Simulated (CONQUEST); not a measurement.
A self-consistent single point of CdSe (P6_3mc, 8 atoms in the cell; from Materials Project mp-1070, changed as shown).

```
CELL_PARAMETERS angstrom
      4.43301     0.00000     0.00000
      0.00000     7.67820     0.00000
      0.00000     0.00000     7.23164
ATOMIC_POSITIONS crystal
  Cd 0.50000 0.16667 0.49995
  Cd 0.00000 0.33333 0.99995
  Cd 0.00000 0.66667 0.49995
  Cd 0.50000 0.83333 0.99995
  Se 0.50000 0.16667 0.87591
  Se 0.00000 0.33333 0.37591
  Se 0.00000 0.66667 0.87591
  Se 0.50000 0.83333 0.37591
```

Method: PBE, numerical atomic orbitals double-zeta with polarisation (the shipped basis), PseudoDojo norm-conserving potentials made for PBE (CONQUEST).

CONQUEST settings:

```
setting                                         value
---------------------  ------------------------------
basis                                             DZP
Diag.MPMeshX, Y, Z                              4 2 2
potentials             PseudoDojo norm-conserving PBE
Grid.GridCutoff                                140 Ha
DM.SolutionMethod                              diagon
Diag.kT                                   0.000735 Ha
Diag.GammaCentred                                true
minE.SCTolerance                              1.0e-06
SC.MaxIters                                       100
SC.LinearMixingFactor                             0.3
AtomMove.TypeOfRun                             static
```

Results:

```
Item                                                      Result
------------------------------------------------  --------------
Number of valence electrons                                  144
Number of bands                                              148
Number of k-points after the program's reduction              15
Size of the basis                                            148
Number of SCF iterations                                       7
FFT grid                                            48 × 80 × 80
Free energy E − TS                                -32282.8396 eV
Top of the valence band (on the code's own zero)        -5.08 eV
Gap on the k-point mesh                                  0.61 eV
Pressure                                               -0.77 GPa
```

Stress (GPa, positive for compression):
```
-0.66   0.00   0.00
 0.00  -0.79   0.00
 0.00   0.00  -0.85
```

The gap is read on the k-point mesh of the run and can differ from the gap over the whole zone at this level.

For comparison: a first run was changed to give this one (lattice scaled by 1.02), and from it to this one the free energy goes down by 5.8 meV/atom, the pressure goes from 1.98 to -0.77 GPa and the gap on the mesh goes from 0.765 to 0.611 eV.

The program uses no crystal symmetry, so grid and mesh can part values that symmetry would make equal. The atom-centred basis is finite, which shifts total energies, pressures and gaps against plane waves. The structure comes from a collection of computed structures, made at another level of theory; the collection holds predicted forms beside known ones.

Cost on one core: very roughly 40 core-seconds.
